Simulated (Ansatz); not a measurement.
Review of an SCF result for B

We look at B: an isolated atom in a periodic box, with 1 atom per cell.

The calculation used DFT, PBE, PAW (an earlier, harder data set), plane waves, scalar-relativistic (Ansatz).

```yaml
crystal:
  lattice:
    - [9.0, 0, 0]
    - [0, 9.1, 0]
    - [0, 0, 9.2]
  atoms:
    - { symbol: B, position: [0.5, 0.5, 0.5], spin: 1.2 }
kpoints:
  mp_grid: { grid: [1, 1, 1], shift: [0, 0, 0] }
hamiltonian:
  xc: pbe
  pseudopotentials: { kind: paw }
magnetization:
  spin_polarized: true
scf:
  occupations: { method: fermi_dirac, width: 0.1 }
  max_iter: 100
```

Settings in force: cutoff 710 eV, smearing width 0.1 eV; iteration limit 100, default search for lower states.

The run converged after 28 iterations in all: magnetic on main-group sites alone, site moments B1 1.00 μB, total 1.00 μB per cell.

Site moments are taken inside atomic spheres and don't add up to the total.

Problem. Has the SCF ended in the lowest solution? If not, by how much is it too high?

Solution. No. A state 1.3 meV/atom (0.001 eV per cell) lower exists in this cell: magnetic on main-group sites alone, site moments B1 1.00 μB, total 1.00 μB per cell (the moments match this run's, so the two differ in another way, such as which orbitals are filled). It was reached from: standard search for lower states [B1 1.20 μB]; iteration limit 600, standard search for lower states [B1 1.20 μB]. States within about 5 meV/atom are too close for this mesh, smearing and search to settle their order. “Lowest” means lowest among the runs made. No run without spin polarisation was made.
